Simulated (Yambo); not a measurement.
G0W0@PBEsol for Sr$_{2}$H$_{3}$I (space group P-3m1, No. 164) in Yambo. Reference settings: 3×3×2 Γ-centred k mesh, 214 bands and a 8 Ry block in the screening, 214 bands in G with the Bruneval-Gonze terminator, plasmon pole fitted at 27.2 eV. The PBEsol gap A → K on this mesh is 1.99 eV; G0W0 gaps are taken between the same points.

```
change from the reference                      G0W0 gap A → K (eV)  shift of the valence edge (eV)
---------------------------------------------  -------------------  ------------------------------
reference settings                                            3.72                           -1.13
113 bands in W, 113 bands in G, no terminator                 3.69                           -0.85
5 Ry block                                                    3.57                           -0.99
no terminator                                                 3.73                           -1.08
43 bands in W, 43 bands in G, 3 Ry block                      3.60                           -0.47
113 bands in W, 113 bands in G, 3 Ry block                    3.47                           -0.78
74 bands in W, 74 bands in G, 5 Ry block                       ___                           -0.75
exchange cut at 10 Ry                                         3.75                           -1.10
```

Question: Estimate the withheld gaps from the other rows; the computed values follow.

Answer: 
- 74 bands in W, 74 bands in G, 5 Ry block, G0W0 gap A → K (eV): 3.59

The reference isn't shown to be the converged limit. The mesh misses a band edge: along a dense path the PBEsol gap is 1.89 eV against 1.99 eV on the mesh.

Spin-orbit coupling is not included.

Geometry of the Materials Project entry, not relaxed at this level; primitive cell a = b = 4.2427 Å, c = 7.6828 Å, α = β = 90.00°, γ = 120.00°.

The structure is a Materials Project entry; no match was found in the copy of COD used, and its stability was not checked.

A shift is the quasiparticle energy of the state minus its PBEsol energy.
